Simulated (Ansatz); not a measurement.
Values for one crystal, relaxed and computed with plane-wave PAW r²SCAN (Ansatz code); other levels are named.

```yaml
volume_per_atom: 10.00 Å³
electronic_character: no gap, with almost no states at the Fermi level (zero-gap or semimetallic)
Density of states at the Fermi level: 0.01 states/eV per atom (mean over ±0.08 eV)
Bulk modulus (Birch–Murnaghan fit): 188 GPa
Formation energy from the elements (no fitted shifts): -1.20 eV/atom
Pressure derivative B′: 4.5
```

Pick the material that matches.
(A) GaN, P4/nmm (Ga on 2c, N on 2a)
(B) Ti3O5, Cmcm (Pearson symbol oS32)
(C) GaO2, Fddd (Ga on 16f, O on 16g, O on 16d)
(D) NaTcO3, cubic perovskite

C, GaO2, Fddd (Ga on 16f, O on 16g, O on 16d)

The first step of the workflow began from a Materials Project structure, measured or hypothetical; the Crystallography Open Database copy checked does not list it. Whether it is the stable phase at ambient conditions was not checked. The r²SCAN relaxation kept the symmetry of its start; whether a distortion lowers the energy is not shown. The final state is ferromagnetic, chosen from 2 collinear starts compared on coarse meshes (ties went to the first, and starts can fall back to one state), not a proven ground state. Other orbital occupations within this spin state were not tried. No Hubbard U is applied. The references are the lowest solids computed at this level, not always the standard phases (solids in place of the gases). Spin–orbit coupling is left out wherever it is not named.

Potentials: the later of the program's two PAW sets.
